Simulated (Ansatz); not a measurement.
Property card for Al

Al:
```
Al
1.0
    2.82985     0.00000     0.00000
   -1.41493     2.45072     0.00000
    0.00000     0.00000     9.21775
Al
4
Direct
  0.00000   0.00000   0.00000
  0.00000   0.00000   0.50000
  0.33333   0.66667   0.25000
  0.66667   0.33333   0.75000
```

Space group P6_3/mmc (No. 194), dhcp (α-La type); conventional cell a = 2.830 Å, b = 2.830 Å, c = 9.218 Å, α = 90.00°, β = 90.00°, γ = 120.00°.

Method: r²SCAN in the plane-wave PAW code Ansatz. Geometry: relaxed at this level of theory. Other levels are named where they apply.

Cell and energy:

- Volume per atom: 15.98 Å³
- Density: 2.80 g/cm³

Electronic structure:

* **Electronic character**: metallic (no gap)
* **Density of states at the Fermi level**: 0.34 states/eV per atom (mean over ±0.08 eV)

Mechanics:

- Bulk modulus (Birch–Murnaghan fit) = 90.5 GPa
- Pressure derivative B′ = 4.3
- Elastic constants (relaxed ions, GPa) = C11 = 148, C12 = 64.0, C13 = 59.9, C33 = 154, C44 = 39.6
- Mechanical stability = stable (all eigenvalues of C positive)
- Hill bulk and shear moduli = 91.0 and 42.0 GPa
- Young's modulus = 109 GPa
- Poisson's ratio = 0.30
- Debye temperature from the elastic constants = 511 K

Phonons:

- Highest zone-centre frequency = 43.4 meV
- Zone-centre stability = no imaginary mode at Γ

The first step of the workflow began from a Materials Project structure, measured or hypothetical; the Crystallography Open Database copy checked does not list it. It is not the phase usual at ambient conditions (space group No. 225). The r²SCAN relaxation kept the symmetry of its start. As this level gives no gap, shear constants depend on the k-mesh and smearing (Fermi–Dirac, 0.1 eV here). As this level gives no gap, phonon frequencies hold no LO–TO term and depend on the k-mesh and smearing (Fermi–Dirac, 0.1 eV here). Axis ratios of metals converge slowly with the k-mesh, so a and c are less sure than the volume. On the denser mesh and wider smearing of the elastic run this cell carries a stress of 0.4 GPa.

Potentials: the later of the program's two PAW sets.
